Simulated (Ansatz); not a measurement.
# ZnO (P6_3mc): the size of the finite step

```
Zn O
1.0
     3.18714    0.00000    0.00000
    -1.59357    2.76015    0.00000
     0.00000    0.00000    5.15244
Zn O
2 2
Direct
  0.33333 0.66667 0.50028
  0.66667 0.33333 0.00028
  0.66667 0.33333 0.37873
  0.33333 0.66667 0.87873
```

Computed, not measured; unless marked otherwise by LDA, PAW on Ansatz 0.2.0's default frozen-core files (fitted under PBE), scalar-relativistic. k mesh 8×8×4, strains of ±0.005, fixed occupations, cutoff 420 eV. The cell was relaxed by PAW under this functional, which moved its volume by -5 % from the database entry's.

Problem. Elastic constants come from stresses at strains of ±0.005 (two-point stencil): C11 = 219.8, C12 = 138.1, C13 = 123.5, C33 = 238.3, C44 = 37.7 GPa. What does an amplitude of 0.02 give?

Solution. C11 = 220.7, C12 = 138.2, C13 = 123.5, C33 = 237.1, C44 = 37.8 GPa. Nothing moves by 1 %.

Limits of these numbers: frozen-core PAW files fitted under PBE, their cores solved anew for the functional of the run; constants at zero field, no piezoelectric stiffening.
